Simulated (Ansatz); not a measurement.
Relaxed-ion elastic tensor of SnMo₂C in space group P6_3/mmc (No. 194; Sn on 2d, Mo on 4f, C on 2a) in GPa (Voigt order), r²SCAN in the plane-wave PAW code Ansatz; density 9.10 g/cm³, 14.72 Å³ per atom.

```json
[
 {"": "1", "1": "271", "2": "156", "3": "143", "4": "0.0", "5": "0.0", "6": "0.0"},
 {"": "2", "1": "156", "2": "271", "3": "143", "4": "0.0", "5": "0.0", "6": "0.0"},
 {"": "3", "1": "143", "2": "143", "3": "329", "4": "0.0", "5": "0.0", "6": "0.0"},
 {"": "4", "1": "0.0", "2": "0.0", "3": "0.0", "4": "48.7", "5": "0.0", "6": "0.0"},
 {"": "5", "1": "0.0", "2": "0.0", "3": "0.0", "4": "0.0", "5": "48.7", "6": "0.0"},
 {"": "6", "1": "0.0", "2": "0.0", "3": "0.0", "4": "0.0", "5": "0.0", "6": "57.5"}
]
```

Q: Is the crystal mechanically stable?

A: Yes: the smallest eigenvalue of C is 48.7 GPa.

Q: Work out the Voigt, Reuss and Hill averages.

A: K_V = 195, K_R = 194, K_H = 194; G_V = 59.5, G_R = 57.1, G_H = 58.3 GPa.

Q: Give Young's modulus, Poisson's ratio, Pugh's ratio and the universal anisotropy index.

A: E = 9KG/(3K + G) = 159 GPa; ν = 0.36; K/G = 3.33 (ductile by the Pugh limit of 1.75); A_U = 5G_V/G_R + K_V/K_R − 6 = 0.22.

Q: Estimate the sound speeds and the Debye temperature.

A: v_l = √((K + 4G/3)/ρ) = 5470 m/s, v_t = √(G/ρ) = 2530 m/s, mean 2850 m/s; Θ = (h/k)(3n/4πV)^(1/3) v_m = 346 K.

Q: Solve the Christoffel equation for the three sound speeds along x, y, z.

A: Eigenvalues of C_ijkl n_j n_l equal ρv². In km/s, slowest first: x 2.31, 2.51, 5.45; y 2.31, 2.51, 5.45; z 2.31, 2.31, 6.01.

Q: How much does each axis shrink under pressure?

A: Linear compressibilities β_i = Σ_j S_ij (j = 1 to 3): x 1.9, y 1.9, z 1.4 per TPa.

The start of the workflow was typed in or built on a structure type; neither database checked (COD, Materials Project) lists it. Whether it is the stable phase at ambient conditions was not checked. The cell was relaxed with r²SCAN under the symmetry of its start; its stability against distortions is not shown here. No spin polarisation was allowed. As this level gives no gap, shear constants depend on the k-mesh and smearing (Fermi–Dirac, 0.1 eV here). Spin–orbit coupling is left out wherever it is not named.

Potentials: the later of the program's two PAW sets.
